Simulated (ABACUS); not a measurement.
One base run on Se (R-3, 6 atoms in the cell; from Materials Project mp-147) and variants with one or two settings moved

```yaml
crystal:
  lattice:
    - [5.65533, 3.26510, 1.61317]
    - [-5.65533, 3.26510, 1.61317]
    - [0.00000, -6.53021, 1.61317]
  atoms:
    - { symbol: Se, position: [0.84914, 0.72591, 0.09273] }
    - { symbol: Se, position: [0.15086, 0.27409, 0.90727] }
    - { symbol: Se, position: [0.09273, 0.84914, 0.72591] }
    - { symbol: Se, position: [0.90727, 0.15086, 0.27409] }
    - { symbol: Se, position: [0.72591, 0.09273, 0.84914] }
    - { symbol: Se, position: [0.27409, 0.90727, 0.15086] }
```

Base run A: LDA (PW92), numerical atomic orbitals TZDP (confined pseudo-atomic orbitals; energy shift 0.01 Ry), PseudoDojo 0.4 standard norm-conserving LDA (tails mended) pseudopotentials run with ABACUS, self-consistent single point.

Its settings: basis = TZDP numerical atomic orbitals, energy shift 0.01 Ry; KPT = MP 5 5 5 0 0 0; basis_type = lcao; dft_functional = PWLDA; ecutwfc = 100 Ry; smearing_method = fixed; potentials = PseudoDojo 0.4 standard norm-conserving LDA (tails mended); symmetry = 1; ks_solver = genelpa; scf_nmax = 100; scf_thr = 1.0e-07; mixing_type = broyden.

The atom-centred basis is finite, which shifts total energies against plane waves. Forces and stress are left out: the polarisation orbitals used for some of these elements are too diffuse to give them reliably, and gaps can carry the same lack. The structure comes from a collection of computed structures, made at another level of theory; the collection holds predicted forms beside known ones.

ΔF is the free energy per atom less that of run A. 

Runs:
- B: symmetry: 1 → -1
- C: KPT: MP 5 5 5 0 0 0 → MP 15 15 15 0 0 0
- D: ecutwfc: 100 Ry → 40 Ry
- E: scf_nmax: 100 → 200; mixing_gg0: default → 2.5

```csv
run,ΔF (meV/atom),k-points,rough cost (cheapest run = 1)
A,0.00,23,2
B,0.00,125,3
C,-0.02,568,8
D,17.7,23,1
E,0.00,23,3
```

Run D against A: The free energy goes up by 17.7 meV/atom.

Run C against A: The free energy is nearly the same (within 1 meV/atom).

Run B against A: The free energy is nearly the same (within 1 meV/atom).

The atomic orbitals were generated for these runs; they are not ABACUS's published sets and were checked against plane waves on a few crystals only.

“Tails mended”: in these copies of the files the far tail of each local potential was reset to the Coulomb form.
